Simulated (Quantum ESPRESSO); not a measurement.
**Band energies of AlAs at -3 % isotropic strain**

```
CELL_PARAMETERS angstrom
      0.00000     2.75233     2.75233
      2.75233     0.00000     2.75233
      2.75233     2.75233     0.00000
ATOMIC_POSITIONS crystal
  Al 0.00000 0.00000 0.00000
  As 0.25000 0.25000 0.25000
```

PBE (stringent potentials; pw.x of Quantum ESPRESSO, ONCV potentials, without SOC); path ΓXWKΓLUWLK,UX; energies in eV from the valence-band maximum.

```
k (1/Å)  point  band 9  band 10  band 11  band 12  band 13  band 14  band 15  band 16
-------  -----  ------  -------  -------  -------  -------  -------  -------  -------
0.00         Γ  -34.39   -12.37     0.00     0.00     0.00     2.73     4.44     4.44
0.23            -34.39   -12.22    -0.96    -0.38    -0.38     3.74     3.97     5.03
0.57            -34.39   -11.50    -3.27    -1.47    -1.47     2.60     3.93     7.20
0.91            -34.39   -10.46    -5.20    -2.22    -2.22     1.53     2.55     9.79
1.14         X  -34.39   -10.12    -5.73    -2.37    -2.37     1.28     2.30    10.98
1.26            -34.39   -10.11    -5.70    -2.49    -2.46     1.49     2.51    10.40
1.60            -34.39   -10.08    -5.37    -3.40    -3.06     3.77     4.97     6.70
1.71         W  -34.39   -10.07    -5.32    -3.51    -3.11     4.36     6.01     6.08
1.98            -34.39   -10.13    -5.40    -3.72    -2.26     2.66     5.21     7.59
2.12         K  -34.39   -10.15    -5.43    -3.76    -1.96     2.19     5.16     8.57
2.32            -34.39   -10.38    -5.22    -3.79    -1.50     2.82     6.90     7.21
2.62            -34.39   -11.14    -4.35    -2.68    -0.71     3.87     5.60     5.72
2.82            -34.39   -11.69    -3.21    -1.67    -0.30     4.07     4.88     5.09
3.12            -34.39   -12.25    -0.98    -0.33    -0.03     3.39     4.45     4.55
3.33         Γ  -34.39   -12.37     0.00     0.00     0.00     2.73     4.44     4.44
3.43            -34.39   -12.34    -0.32    -0.03    -0.03     2.95     4.48     4.50
3.72            -34.39   -11.94    -2.72    -0.38    -0.38     3.15     5.01     5.01
4.02            -34.39   -11.22    -4.96    -0.74    -0.74     2.66     4.94     4.94
4.31         L  -34.39   -10.75    -5.96    -0.88    -0.88     2.47     4.74     4.74
4.61            -34.39   -10.57    -5.74    -2.34    -1.25     3.19     4.91     5.71
4.91            -34.39   -10.21    -5.39    -3.77    -1.83     2.38     5.84     7.94
5.01         U  -34.39   -10.15    -5.43    -3.76    -1.96     2.19     5.16     8.57
5.11            -34.39   -10.14    -5.41    -3.74    -2.14     2.46     5.19     7.86
5.42         W  -34.39   -10.07    -5.32    -3.51    -3.11     4.36     6.01     6.08
5.72            -34.39   -10.32    -5.44    -3.35    -2.09     3.95     4.68     7.29
6.02            -34.39   -10.66    -5.85    -1.68    -1.09     3.18     4.41     5.28
6.22         L  -34.39   -10.75    -5.96    -0.88    -0.88     2.47     4.74     4.74
6.31            -34.39   -10.73    -5.94    -1.07    -0.92     2.64     4.66     4.83
6.57            -34.39   -10.52    -5.67    -2.67    -1.35     3.08     5.28     6.03
6.84            -34.39   -10.20    -5.39    -3.78    -1.85     2.35     5.76     8.03
6.92         K  -34.39   -10.15    -5.43    -3.76    -1.96     2.19     5.16     8.57
6.92         U  -34.39   -10.15    -5.43    -3.76    -1.96     2.19     5.16     8.57
7.02            -34.39   -10.11    -5.54    -3.43    -2.13     1.93     4.03     9.32
7.33         X  -34.39   -10.12    -5.73    -2.37    -2.37     1.28     2.30    10.98
```

The PBE gap is indirect, 1.28 eV, from Γ to X; the smallest direct gap is 2.73 eV.

Spin-orbit splittings are left out.

Geometry strained from the cell relaxed with PBEsol, atoms relaxed again.
